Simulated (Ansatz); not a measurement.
## Migration of Si in Si

Method: DFT LDA, scalar-relativistic, plane waves, PAW in Ansatz. Settings: 420 eV cutoff, 2×2×2 k-mesh, shifted by half a step, Gaussian smearing of 0.02 eV, no spin polarisation.

Host crystal, relaxed:

```
CELL_PARAMETERS angstrom
0.00000 2.70097 2.70097
2.70097 0.00000 2.70097
2.70097 2.70097 0.00000
ATOMIC_POSITIONS crystal
Si 0.75000 0.75000 0.75000
Si 0.50000 0.50000 0.50000
```

In a supercell of 32 host sites with charge -2, Si trades places with a neighbouring Si vacancy, moving 1.69 Å between the relaxed ends. Climbing-image nudged elastic band at fixed cell with images 0 (start) to 6 (end), the path measured over all atoms, converged to 0.05 eV/Å; the order of the saddle wasn't checked, and the small cell leaves errors of about a tenth of an eV.

Supercell rows in host cell vectors: 1 1 -3; -3 1 1; 1 1 1. Si was set at (0.750, 0.750, 0.750) of the host cell.

At the relaxed start Si has 3 Si at 2.38 Å.

Task: How high is the barrier, and where does the atom pass?

Result: 0.09 eV at image 2, where Si has 3 Si at 2.49 Å, 3 Si at 2.93 Å.

Cost: 1 run of about 30 core-minutes, on Intel Xeon Processor @ 2.50GHz (Skylake/Cascade Lake) (shared hosts).